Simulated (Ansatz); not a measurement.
CoMo (rock salt, Fm-3m), PBE (plane waves, PAW; program Ansatz), all energies at zero smearing, with the estimated change up to a 700 eV cutoff added, with one set of potentials and settings (totals compare only within such a set). Cell of 2 atoms (1 Co, 1 Mo): -10080.664 eV.

```json
[
 {"element": "Co", "reference phase": "P6_3/mmc, 2 atoms in the cell, spin-polarised", "E (eV/atom)": "-5126.1613"},
 {"element": "Mo", "reference phase": "Im-3m, 1 atoms in the cell", "E (eV/atom)": "-4956.0557"}
]
```

Formation energy per atom, worked out: (-10080.664 − 1×(-5126.1613) − 1×(-4956.0557))/2 = 0.776 eV/atom (75 kJ per mol of atoms), at 0 K, without zero-point energy or fitted corrections.

The start of the workflow was typed in or built on a structure type; neither database checked (COD, Materials Project) lists it. Its standing as an ambient phase is unchecked. The PBE relaxation kept the symmetry of its start; whether a distortion lowers the energy is not shown. The workflow began spin-polarised and lost its moments. Its formation energy is positive at this level, so the cell may be metastable or incomplete. The references are the lowest solids computed at this level, not always the standard phases.

Potentials: the earlier of the program's two PAW sets.
